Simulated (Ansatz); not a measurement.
# Relaxing a structure of Be

The start is a randomly generated symmetric cell of Be (space group No. 63). A full variable-cell relaxation at zero pressure is run with r2SCAN (plane waves to 500 eV, PAW, scalar-relativistic; Ansatz, a first-principles code). The first steps use a coarse 15×15×9 k-mesh.

Initial structure:
```
Be
1.0
    1.22904    -2.03964     0.00000
    1.22904     2.03964     0.00000
    0.00000     0.00000     3.48501
Be
2
Direct
  0.56462   0.43538   0.75000
  0.43538   0.56462   0.25000
```

- Outcome: The space group goes from Cmcm (No. 63) to P6₃/mmc (No. 194); the end is hcp (Mg type), with 2 atoms in the primitive cell
- Volume change: -9.5 %, from 8.74 to 7.90 Å³/atom
- Shortest distances (start → end): The closest pairs of elements (up to four, under 3.6 Å), start → end: Be–Be 1.82 → 2.21 Å
- Band gap at the end: no gap (metallic)
- Optimiser moves: 10

Final structure:

```cif
data_Be2
_chemical_formula_sum 'Be2'
_space_group_name_H-M_alt 'P63/mmc'
_space_group_IT_number 194
_space_group_name_Hall '-P 6c 2c'
_cell_length_a 2.26315
_cell_length_b 2.26315
_cell_length_c 3.56313
_cell_angle_alpha 90.000
_cell_angle_beta 90.000
_cell_angle_gamma 120.000
loop_
_atom_site_label
_atom_site_type_symbol
_atom_site_symmetry_multiplicity
_atom_site_Wyckoff_symbol
_atom_site_fract_x
_atom_site_fract_y
_atom_site_fract_z
_atom_site_occupancy
Be1 Be 2 d 0.66667 0.33333 0.25000 1
```

Final values are on a 23×23×13 k-mesh of the relaxed cell. No spin polarisation in the result.

The run could not lose the symmetry of its start; a randomly shaken copy of 4 atoms returns to this structure.
